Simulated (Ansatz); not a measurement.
K2ICl as one 4-atom ordering (R-3m) on the rocksalt lattice, relaxed with r2SCAN. Cl has 6 K at 3.21 Å; I has 6 K at 3.48 Å; K has 3 Cl at 3.21 Å and 3 I at 3.48 Å.

Space group R-3m:H (No. 166). a = 4.715 Å, b = 4.715 Å, c = 23.291 Å, α = 90.00°, β = 90.00°, γ = 120.00°

| atom | site | symmetry | x | y | z |
| --- | --- | --- | --- | --- | --- |
| Cl | 3a | -3m | 0.0000 | 0.0000 | 0.0000 |
| I | 3b | -3m | 0.6667 | 0.3333 | 0.8333 |
| K | 6c | 3m | 0.3333 | 0.6667 | 0.9266 |

4 runs of the PAW code Ansatz on this cell differ in the functional (and in the settings that go with it). Levels are in eV from each run's valence top; v1 is the last filled band, c1 the first empty one.

Run A, mean stress +0.4 GPa (compression positive):
```
point     v5     v3     v1    c1    c2    c3
    Γ  -1.83  -0.66   0.00  4.82  6.76  7.94
    T  -1.82  -1.03  -0.02  5.98  6.25  7.13
   H₂  -2.08  -0.96  -0.67  6.96  7.28  7.87
    L  -1.88  -1.31  -0.31  6.73  6.98  7.30
```

Run B, mean stress 0.0 GPa (compression positive):
```
point     v5     v3     v1    c1    c2    c3
    Γ  -1.63  -0.61   0.00  4.38  6.28  7.30
    T  -1.62  -1.00  -0.02  5.48  5.86  6.53
   H₂  -1.87  -0.91  -0.65  6.35  6.72  7.25
    L  -1.68  -1.24  -0.29  6.18  6.34  6.79
```

Run C, mean stress +0.6 GPa (compression positive):
```
point     v5     v3     v1    c1    c2    c3
    Γ  -1.55  -0.59   0.00  3.81  5.76  6.74
    T  -1.53  -1.00  -0.02  4.95  5.21  6.05
   H₂  -1.79  -0.89  -0.64  5.90  6.22  6.73
    L  -1.59  -1.22  -0.29  5.71  5.89  6.21
```

Run D, mean stress +0.3 GPa (compression positive):
```
point     v5     v3     v1    c1    c2    c3
    Γ  -1.86  -0.67   0.00  5.52  7.47  8.68
    T  -1.84  -1.05  -0.02  6.71  6.95  7.87
   H₂  -2.12  -0.99  -0.69  7.69  8.00  8.61
    L  -1.91  -1.34  -0.32  7.45  7.72  8.03
```

**Question.** Match the runs to PBE, r2SCAN, HSE06, PBE0.

**Answer.** A is HSE06, B is r2SCAN, C is PBE, D is PBE0. In order of the gap: PBE 3.81, r2SCAN 4.38, HSE06 4.82, PBE0 5.52 eV. The stress vanishes for r2SCAN, which relaxed the cell.

Note: simulated data, non-magnetic, for a generated structure that need not be the stable one.

No spin-orbit coupling is included; it can move band edges with weight on the heavy atoms by tenths of an eV.

The program warns that its thresholds are loose for a hybrid's stress.
